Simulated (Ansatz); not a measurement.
An elastic tensor (GPa, Voigt order, standard axes) from LDA in the plane-wave PAW code Ansatz:

```
 150  65.6  31.3   0.0   0.0   0.0
65.6   150  31.3   0.0   0.0   0.0
31.3  31.3   151   0.0   0.0   0.0
 0.0   0.0   0.0  51.4   0.0   0.0
 0.0   0.0   0.0   0.0  51.4   0.0
 0.0   0.0   0.0   0.0   0.0  42.1
```

**Question.** Which compound is it?
A) SbPt, NiAs type
B) TiAl, P-6m2 (Ti on 1a, Al on 1d)
C) AlCr2C, P6_3/mmc (Al on 2d, Cr on 4f, C on 2a)
D) Sc2Al, P6_3/mmc (Sc on 2a, Sc on 2d, Al on 2c)

**Answer.** D, Sc2Al, P6_3/mmc (Sc on 2a, Sc on 2d, Al on 2c)

The first step of the workflow began from a Materials Project structure, measured or hypothetical; the Crystallography Open Database copy checked does not list it. Its standing as an ambient phase is unchecked. Symmetry was held in the LDA relaxation; whether a distortion lowers the energy is not shown. No spin polarisation was allowed. As this level gives no gap, shear constants depend on the k-mesh and smearing (Fermi–Dirac, 0.1 eV here).

Potentials: the later of the program's two PAW sets.
